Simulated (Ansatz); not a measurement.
CsI:
```cif
data_CsI
_chemical_formula_sum 'Cs1 I1'
_space_group_name_H-M_alt 'Pm-3m'
_space_group_IT_number 221
_space_group_name_Hall '-P 4 2 3'
_cell_length_a 4.66643
_cell_length_b 4.66643
_cell_length_c 4.66643
_cell_angle_alpha 90.000
_cell_angle_beta 90.000
_cell_angle_gamma 90.000
loop_
_atom_site_label
_atom_site_type_symbol
_atom_site_symmetry_multiplicity
_atom_site_Wyckoff_symbol
_atom_site_fract_x
_atom_site_fract_y
_atom_site_fract_z
_atom_site_occupancy
Cs1 Cs 1 a 0.00000 0.00000 0.00000 1
I1 I 1 b 0.50000 0.50000 0.50000 1
```

Relaxed with PBE. PBE (plane waves, PAW; program Ansatz) gives a gap of 3.69 eV.

Task: What gap does HSE06 give on the same cell (Ansatz, PAW)?

Result: 4.67 eV, 0.98 eV more. The hybrid was solved on a coarser mesh and at special points; its gap is the smallest among all of these.

```
k  v1 PBE  c1 PBE  v1 HSE06  c1 HSE06
-  ------  ------  --------  --------
Γ   -0.09    3.69     -0.10      4.67
R   -1.15    6.98       [?]       [?]
M    0.00    4.26       [?]       [?]
X   -0.20    5.22       [?]       [?]
```

Task: Top valence (v1) and lowest conduction level (c1) in eV from each method's valence maximum (which need not be a listed point): supply the withheld HSE06 values.

Result: 
- R, v1 HSE06: -1.22
- R, c1 HSE06: 7.99
- M, v1 HSE06: 0.00
- M, c1 HSE06: 5.22
- X, v1 HSE06: -0.21
- X, c1 HSE06: 6.26

Cost on shared cores: the PBE run (SCF on a 6×6×6 mesh, then bands and DOS) around 13 core-seconds (rough), the HSE06 run (SCF on 5×5×5, then a few points) very roughly 100 core-seconds; the tasks are unlike.

The cell was relaxed with PBE under the symmetry of its start. Scalar-relativistic: spin–orbit coupling is off unless named, which matters more the heavier the elements.

Potentials: the later of the program's two PAW sets.
